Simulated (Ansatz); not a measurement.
Values for one crystal, relaxed and computed with plane-wave PAW r²SCAN+D4 (Ansatz code); other levels are named.

| Item | Result |
|---|---|
| Volume per atom | 11.98 Å³ |
| Band gap | 4.20 eV (smallest direct gap 4.22 eV) |
| Pressure derivative B′ | 7.8 |
| Hole effective mass with spin–orbit coupling | 1.2, 1.5, 3.1 mₑ (principal values) |
| Hole effective mass | 1.2, 1.5, 3.1 mₑ (principal values) |
| Electron effective mass | 0.37, 0.40, 0.40 mₑ (principal values) |
| Gap with spin–orbit coupling | 4.20 eV |

**Question.** Which compound is it?
A) CdH6N2Cl2, C2/m (Pearson symbol mS22)
B) H4BrN, P4/nmm (H on 8i, Br on 2c, N on 2a)
C) GaN, P6_3/mmc (Ga on 2d, N on 2b)
D) BN, P6_3/mmc (B on 2c, N on 2d)

**Answer.** A, CdH6N2Cl2, C2/m (Pearson symbol mS22)

The first step of the workflow began from a Materials Project structure, measured or hypothetical; the Crystallography Open Database copy checked does not list it. Whether it is the stable phase at ambient conditions was not checked. Symmetry was held in the r²SCAN+D4 relaxation; its stability against distortions is not shown here. Spin–orbit coupling is left out wherever it is not named.

Potentials: the later of the program's two PAW sets.
